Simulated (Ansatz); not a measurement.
A relaxed cell of Fe (Im-3m (No. 229)), relaxed on a k-mesh at least as fine as the one used below. Method: PBEsol (plane waves to 420 eV, PAW, scalar-relativistic; Ansatz, a first-principles code). Γ-centred k-mesh 8×16×16 on the run's cell (coarser than for final values), Fermi–Dirac smearing 0.05 eV.

```
CELL_PARAMETERS angstrom
     -2.78677     2.78677     2.78677
      1.39338    -1.39338     1.39338
      1.39338     1.39338    -1.39338
ATOMIC_POSITIONS crystal
  Fe 0.00000 0.00000 0.00000
  Fe 0.50000 0.00000 0.00000
```
Spin-polarised start, with parallel moments on Fe.

The atoms are displaced by (Å):

```json
[
 {"atom": "Fe1", "ux": "0.037", "uy": "0.125", "uz": "-0.172"},
 {"atom": "Fe2", "ux": "0.028", "uy": "0.052", "uz": "0.036"}
]
```

What forces (eV/Å) and pressure result?


| atom | Fx | Fy | Fz |
|---|---|---|---|
| Fe1 | -0.04 | 0.30 | 1.32 |
| Fe2 | 0.04 | -0.30 | -1.32 |

Pressure +1.9 GPa.

Estimate the energy cost of the displacement in the harmonic approximation and compare with the calculation.

For a harmonic well ΔE = −½ Σ F·u = 0.126 eV a cell, or 63 meV/atom. The calculated energy relative to the undisplaced cell is +0.06 eV/atom, so the harmonic estimate holds well.

Spin state reached: ferromagnetic (net 2.10 μB/atom), from parallel starting moments; other spin orders were not run from this start.

The run that gave the undisplaced cell could not lose the symmetry of its start; a randomly shaken copy of 2 atoms returns to this structure.
